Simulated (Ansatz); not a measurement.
LaAs12Ru4 in space group Im-3 (No. 204; La on 2a, As on 24g, Ru on 8c), DFT-PBE in the program Ansatz with PAW potentials, all energies at zero smearing, with the estimated change up to a 700 eV cutoff added, with one set of potentials and settings (totals compare only within such a set). Cell of 17 atoms (1 La, 12 As, 4 Ru): -88046.667 eV.

```
element                reference phase  E (eV/atom)
-------  -----------------------------  -----------
La       P6_3/mmc, 4 atoms in the cell   -6250.0953
As           R-3m, 2 atoms in the cell   -4856.1377
Ru       P6_3/mmc, 2 atoms in the cell   -5878.6876
```

Formation energy per atom, worked out: (-88046.667 − 1×(-6250.0953) − 12×(-4856.1377) − 4×(-5878.6876))/17 = -0.481 eV/atom (-46 kJ per mol of atoms), at 0 K, without zero-point energy or fitted corrections.

The start of the workflow was typed in or built on a structure type; neither database checked (COD, Materials Project) lists it. Its standing as an ambient phase is unchecked. Symmetry was held in the PBE relaxation; whether a distortion lowers the energy is not shown. The run is not spin-polarised. The references are the lowest solids computed at this level, not always the standard phases. Scalar-relativistic: spin–orbit coupling is off unless named, which matters more the heavier the elements.

Potentials: the later of the program's two PAW sets.
